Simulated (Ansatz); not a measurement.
The start is a generated cell, BN placed in the wurtzite structure type. The structure is fully relaxed (lattice and positions, P = 0) with PBE (plane waves to 420 eV, PAW, scalar-relativistic; Ansatz, a quantum-chemistry and plane-wave program). The first steps use a coarse 10×10×6 k-mesh.

The start:
```
CELL_PARAMETERS angstrom
      2.63389     0.00000     0.00000
     -1.31695     2.28102     0.00000
      0.00000     0.00000     4.31371
ATOMIC_POSITIONS crystal
  B  0.66667 0.33333 0.00000
  B  0.33333 0.66667 0.50000
  N  0.66667 0.33333 0.62520
  N  0.33333 0.66667 0.12520
```

**Question.** How large is the pressure on the unrelaxed cell, and of which sign?

**Answer.** -26.1 GPa (negative: the cell is under tension).

**Question.** How much energy is released per atom?

**Answer.** 45 meV/atom.

**Question.** How does the volume change?

**Answer.** -7.9 %, from 6.48 to 5.97 Å³/atom.

**Question.** How do the shortest distances between atoms change?

**Answer.** The closest pairs of elements (up to four, under 3.6 Å), start → end: B–N 1.61 → 1.57 Å; B–B 2.63 → 2.55 Å; N–N 2.63 → 2.55 Å.

**Question.** What band gap does the relaxed structure have at this level?

**Answer.** 5.23 eV, indirect (valence top at Γ, conduction bottom at K) (no spin-orbit coupling).

**Question.** Give the final cell and atomic positions.

**Answer.** 
Space group P6₃mc (No. 186); a = b = 2.555 Å, c = 4.225 Å, α = β = 90.00°, γ = 120.00°

```tsv
atom	site	symmetry	x	y	z
B	2b	3m.	0.3333	0.6667	0.4999
N	2b	3m.	0.3333	0.6667	0.1253
```

The space group stays P6₃mc (No. 186) (the run could not lower it); the end is wurtzite type, with 4 atoms in the primitive cell. Final values are on a 15×15×8 k-mesh of the relaxed cell. No spin polarisation in the result.

The run could not lose the symmetry of its start.
